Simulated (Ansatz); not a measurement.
# Kick test of a cell of GaW

The structure comes from a generated guess, relaxed at this level; another structure or a mixture of phases may lie lower.

Method: DFT PBE, scalar-relativistic, plane waves, PAW (Ansatz 0.2.0). Cutoff 420 eV; k points 18×18×18 on the computed 2-atom cell (Γ-centred); Gaussian smearing, width 0.10 eV; no spin polarisation.

The cell below (2 atoms, space group Pm-3m (No. 221)) is relaxed within its symmetry.

```cif
data_structure
_symmetry_space_group_name_H-M 'P 1'
_symmetry_Int_Tables_number 1
_cell_length_a 3.1269
_cell_length_b 3.1269
_cell_length_c 3.1269
_cell_angle_alpha 90.000
_cell_angle_beta 90.000
_cell_angle_gamma 90.000
_cell_volume 30.57
loop_
_atom_site_label
_atom_site_type_symbol
_atom_site_fract_x
_atom_site_fract_y
_atom_site_fract_z
_atom_site_occupancy
Ga1 Ga 0.50000 0.50000 0.50000 1
W1 W 0.00000 0.00000 0.00000 1
```

For the test a repeat of it with 4 atoms (edges 3.13, 3.13, 6.25 Å) was strained at random (σ = 1.5 % a component), the atoms were moved at random (σ = 0.05 Å), and all was relaxed again on a coarse 8×8×4 mesh (in the run’s order of axes) with 0.20 eV smearing, with no symmetry imposed.

Spin–orbit coupling, which can matter for W, is left out.

Question: What happens?

Answer: It doesn't return. The energy falls by 43 meV/atom on that mesh, the volume changes by 1.2 %, and the end has space group P4/mmm (No. 123) at a loose tolerance. Relaxed again on a 16×16×20 mesh with 0.10 eV smearing, the new structure lies 42 meV/atom below the first (mesh in the axes of the run's cell; the cell below is made exact in the group named). Space group P4/mmm (No. 123), tetragonal, a = 3.328 Å, c = 2.788 Å. Ga has 8 W at 2.74 Å, 2 Ga at 2.79 Å and 4 Ga at 3.33 Å; W is surrounded by 8 Ga at 2.74 Å, 2 W at 2.79 Å and 4 W at 3.33 Å.

```yaml
crystal:
  lattice:
    - [3.32835, 0.00000, 0.00000]
    - [0.00000, 3.32835, 0.00000]
    - [0.00000, 0.00000, 2.78761]
  atoms:
    - { symbol: Ga, position: [0.50000, 0.50000, 0.50000] }
    - { symbol: W, position: [0.00000, 0.00000, 0.00000] }
```
